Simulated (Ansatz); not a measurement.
Computed with DFT PBE, scalar-relativistic, plane waves, PAW (Ansatz 0.2.0). Several structures of Ge₃Te₂O from a search were relaxed, and the powder pattern of one of them was computed from 10° to 70° in 2θ (λ = 1.5406 Å).

Cu Kα1 powder pattern (kinematic, no thermal factors).
```
2θ (°)  relative intensity
 10.68                   7
 16.05                   1
 20.79                   3
 21.28                   2
 21.45                   2
 21.87                   1
 22.04                   1
 22.79                  11
 23.71                   2
 25.80                  12
 26.55                   6
 26.90                  40
 26.97                  10
 29.41                 100
 29.54                   4
 29.85                  15
 29.98                   7
 30.64                   2
 31.25                   6
 31.50                   8
 32.42                  25
 33.51                   2
 33.80                   5
 33.85                   1
 34.27                   1
 34.83                   2
 36.48                   1
 38.01                   2
 38.43                   2
 40.04                  22
 40.53                  22
 40.80                  15
 41.18                   7
 42.30                   4
 43.34                  20
 43.61                   2
 44.07                  22
 44.61                  20
 44.94                   2
 46.85                   2
 47.73                   2
 47.90                   6
 48.51                   1
 48.53                   3
 48.77                   2
 49.07                   4
 49.34                   3
 49.43                   1
 49.55                  14
 49.59                   1
 49.68                   2
 50.88                   2
 51.35                   7
 51.37                   1
 52.15                   5
 53.05                   7
 54.31                   2
 54.69                   5
 54.70                   1
 55.60                   5
 57.57                   2
 59.50                   1
 61.03                   9
 61.24                   3
 61.32                   2
 61.56                   6
 62.02                   1
 64.16                   2
 64.36                   1
 65.45                   1
 65.53                   3
 65.96                   2
 66.53                   2
 67.35                   4
 67.57                   3
 67.59                   3
 67.62                   1
 67.65                   1
 68.25                   8
 68.36                   2
 69.31                   8
```

Question: Which structure gives it?
A.

Space group P2_1 (No. 4). a = 4.173 Å, b = 4.420 Å, c = 16.559 Å, α = 90.00°, β = 90.91°, γ = 90.00°
```tsv
atom	site	symmetry	x	y	z
Ge	2a	1	0.2601	0.3379	0.6035
Ge	2a	1	0.2301	0.3283	0.2361
Ge	2a	1	0.6675	0.6991	0.9447
Te	2a	1	0.2417	0.4004	0.4073
Te	2a	1	0.2689	0.3986	0.7760
O	2a	1	0.6910	0.3356	0.9985
```

B.

Space group P4/nmm:1 (No. 129). a = 4.142 Å, b = 4.142 Å, c = 18.588 Å, α = 90.00°, β = 90.00°, γ = 90.00°
| atom | site | symmetry | x | y | z |
| --- | --- | --- | --- | --- | --- |
| Ge | 2c | 4mm | 0.0000 | 0.5000 | 0.6002 |
| Ge | 2c | 4mm | 0.0000 | 0.5000 | 0.2699 |
| Ge | 2c | 4mm | 0.0000 | 0.5000 | 0.9570 |
| Te | 2c | 4mm | 0.0000 | 0.5000 | 0.4183 |
| Te | 2c | 4mm | 0.0000 | 0.5000 | 0.7509 |
| O | 2a | -4m2 | 0.5000 | 0.5000 | 0.0000 |

C.

Space group R-3m:H (No. 166). a = 4.515 Å, b = 4.515 Å, c = 29.645 Å, α = 90.00°, β = 90.00°, γ = 120.00°
| atom | site | symmetry | x | y | z |
| --- | --- | --- | --- | --- | --- |
| Ge | 3a | -3m | 0.0000 | 0.0000 | 0.0000 |
| Ge | 6c | 3m | 0.6667 | 0.3333 | 0.7719 |
| Te | 6c | 3m | 0.0000 | 0.0000 | 0.7219 |
| O | 3b | -3m | 0.6667 | 0.3333 | 0.8333 |

Answer: A. Its strongest line, at 2θ = 29.41°, has d = λ/(2 sin θ) = 3.034 Å and is the (1 1 0) reflection of the conventional P2_1 cell with a = 4.173 Å, b = 4.420 Å, c = 16.559 Å, β = 90.9°. The others have their strongest lines at 30.5° (P4/nmm); 31.1° (R-3m). In energy it is the lowest of those shown.

These are computed cells and needn't be stable.
